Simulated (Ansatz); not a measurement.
## LaMgGa: reading a single point

```xyz
9
Lattice="3.7536 6.5015 0.0000 -3.7536 6.5015 0.0000 0.0000 0.0000 4.5481" Properties=species:S:1:pos:R:3 pbc="T T T"
La   -0.5766    6.5015    0.0000
La    2.1651    3.7501    0.0000
La   -1.5885    2.7514    0.0000
Ga    0.0000    0.0000    0.0000
Ga   -0.0004    4.3345    2.2741
Ga    0.0004    8.6684    2.2741
Mg    1.9271    6.5015    2.2741
Mg    0.9133    1.5818    2.2741
Mg   -2.8404    4.9197    2.2741
```

Level: PBEsol, no spin polarisation; 420 eV; 5×5×8 Γ-centred mesh; fermi-dirac occupations (width 0.0266 eV); Ansatz 0.2.0, fixed geometry.

Contacts: Ga–Mg at 2.90 Å: least valence density 0.15 e/Å³ and ELF 0.21 there. Mg–Mg at 3.16 Å: least valence density 0.09 e/Å³ and ELF 0.40 there. La–Ga at 3.18 Å: least valence density 0.16 e/Å³ and ELF 0.22 there. Both are smooth PAW fields, read partly inside the augmentation spheres.
Charges: Bader charges in e: La +1.03, Mg +1.15, Ga -2.53 to -2.01. In the mean Mg gives up most and Ga takes most.
Forces: Nearly at rest: the largest force is 0.048 eV/Å.
Stress: The pressure is 0.1 GPa (compression positive), so with the atoms held at these fractions the cell is close to zero pressure.
Electronic structure: It is a metal, with about 3.3 states/eV a cell as the mean within 0.25 eV of the Fermi level, mostly La d (51 %) and Ga p (29 %).

Origin: a known structure type with other elements, at an estimated volume, so it need not be a known compound. Caveats: f levels without a U or exact exchange are poorly placed.
